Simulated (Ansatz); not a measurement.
## Property card of a Ta sheet

The cell was found from a structure generator's guess, not taken from experiment.

Theory: Ansatz, DFT PBE, scalar-relativistic, plane waves, PAW. Cutoff 420 eV; k points 22×22×1 on the computed 1-atom cell (Γ-centred); Gaussian smearing, width 0.10 eV; no spin polarisation.

The sheet is periodic along a and b; c holds vacuum.

```
Ta
1.0
     2.59531    0.00000    0.00000
     0.00000    2.59531    0.00000
     0.00000    0.00000   23.80000
Ta
1
Direct
  0.00000 0.00000 0.29412
```

Energies count from the standard state of Ta at the same level.

* Layer group: p4/mmm (No. 61)
* In-plane cell: a = 2.595 Å, b = 2.595 Å, γ = 90.0°
* Area per atom: 6.74 Å²
* Thickness between the outermost nuclei: 0.00 Å
* Energy over the standard state: +2.86 eV/atom
* Band gap over mesh and path: none (metal or semimetal)
* Density of states at the Fermi level: 1.7 states/eV per cell
* Löwdin character within 0.5 eV of the Fermi level: Ta 5d 82 %, Ta 6s 8 %, unprojected 9 %
* Bader charges (e): Ta1 0.00

Levels along Γ–X–M–Γ, in eV from the Fermi level, sorted by energy at each point. Points in fractions of the primitive reciprocal vectors: Γ (0.000 0.000 0.000), X (0.000 0.500 0.000), M (0.500 0.500 0.000).
```csv
point,"k (1/Å, with 2π)",band 5,band 6,band 7,band 8,band 9,band 10
Γ,0.000,-5.91,-2.93,-1.05,0.42,4.56,4.63
-,0.173,-5.70,-2.75,-0.95,0.36,4.25,4.66
-,0.346,-5.15,-2.21,-0.64,0.10,3.85,4.77
-,0.519,-4.45,-1.38,-0.42,-0.04,3.81,4.92
-,0.692,-3.76,-1.08,-0.54,0.94,4.20,4.25
-,0.865,-3.15,-1.67,0.20,1.92,3.52,4.87
-,1.038,-2.73,-2.08,0.87,2.29,3.05,5.38
X,1.210,-2.57,-2.21,1.25,2.21,2.89,5.42
-,1.383,-2.21,-2.14,1.10,1.32,3.85,4.52
-,1.556,-1.94,-1.15,-0.30,1.54,3.28,4.88
-,1.729,-1.61,-1.61,0.49,1.90,2.09,5.79
-,1.902,-2.72,-1.22,1.06,2.19,2.73,6.66
-,2.075,-3.56,-0.82,0.27,2.68,5.03,7.49
-,2.248,-4.08,-0.51,-0.22,3.02,7.27,8.18
M,2.421,-4.25,-0.39,-0.39,3.15,8.48,8.48
-,2.666,-3.90,-0.47,-0.21,2.88,6.97,7.25
-,2.910,-2.97,-0.59,0.30,2.12,4.54,5.00
-,3.155,-2.04,-0.60,1.12,1.18,2.15,3.04
-,3.399,-2.73,-0.39,0.07,0.54,2.17,3.03
-,3.644,-4.29,-1.55,-0.29,-0.02,3.30,4.50
-,3.888,-5.48,-2.57,-0.86,0.30,4.24,4.34
Γ,4.133,-5.91,-2.93,-1.05,0.42,4.56,4.63
```

The last run used a 22×22×1 mesh for its 1-atom cell and Gaussian smearing of 0.10 eV. These runs have no spin–orbit coupling, which can matter for Ta.
